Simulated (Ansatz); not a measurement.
Zr:
```
CELL_PARAMETERS angstrom
      4.97206     0.00000     0.00000
     -2.48603     4.30593     0.00000
      0.00000     0.00000     3.11115
ATOMIC_POSITIONS crystal
  Zr 0.00000 0.00000 0.50000
  Zr 0.33333 0.66667 0.00000
  Zr 0.66667 0.33333 0.00000
```

Relaxed with PBEsol. Special points in fractions of this cell's reciprocal vectors: Γ (0.000, 0.000, 0.000); M (0.500, 0.000, 0.000); K (0.333, 0.333, 0.000); A (0.000, 0.000, 0.500); L (0.500, 0.000, 0.500); H (0.333, 0.333, 0.500).

Question: List the band energies nearest the Fermi level at these points for PBEsol (plane waves, PAW; program Ansatz).

Answer: In eV from the Fermi level; about four levels below and three above (degenerate sets whole), none deeper than 8.9 eV; points with the same levels are listed once.

```
k                          below                above
-  -----------------------------  -------------------
Γ  -0.48 -0.48 -0.43 -0.43 -0.17       0.86 1.67 1.67
M        -0.66 -0.63 -0.51 -0.01       0.73 1.11 1.77
K  -3.01 -3.01 -0.51 -0.51 -0.08       0.25 0.72 0.72
A        -2.12 -1.96 -1.96 -1.34  1.24 1.24 1.73 1.73
L        -2.03 -1.56 -0.83 -0.46       0.28 0.95 1.33
H  -1.59 -1.59 -1.14 -1.07 -1.07  0.55 0.55 0.94 0.94
```

Space group P6/mmm. This is a known high-pressure phase of the composition, computed here at zero pressure and temperature. The PBEsol relaxation kept the symmetry of its start; its stability against distortions is not shown here. No spin polarisation was allowed. Spin–orbit coupling is left out wherever it is not named.

Potentials: the later of the program's two PAW sets.
